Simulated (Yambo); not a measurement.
```xyz
2
Lattice="0.0000 2.2604 2.2604 2.2604 0.0000 2.2604 2.2604 2.2604 0.0000" Properties=species:S:1:pos:R:3 pbc="T T T"
B      0.0000     0.0000     0.0000
P      3.3905     3.3905     3.3905
```

BP (zinc blende, space group F-43m, No. 216): mean Im ε in 1 eV windows above the direct gap of 4.28 eV, for different electron-hole kernels (Yambo, broadening 0.15 eV, norm-conserving PBEsol (Quantum ESPRESSO, 76 Ry, no spin-orbit coupling) bands; 6×6×6 mesh, 3 valence and 3 conduction bands, static screening with 11 bands and a 4 Ry block, scissor 0.91 eV, Tamm-Dancoff; field along x).

| window (eV) | independent quasiparticles | BSE |
|---|---|---|
| 4.3 to 5.3 | 5.6 | 13 |
| 5.3 to 6.3 | 17 | 42 |
| 6.3 to 7.3 | 35 | 10 |
| 7.3 to 8.3 | 6.9 | 3.4 |

This run doesn't resolve bound excitons or single peaks, so only averages are given, and they too depend on the mesh; weight that the attraction moves below the gap isn't listed. All transitions below 8.41 eV are in the band window. The scissor comes from a G0W0 run whose convergence isn't established.

Geometry relaxed with PBEsol.
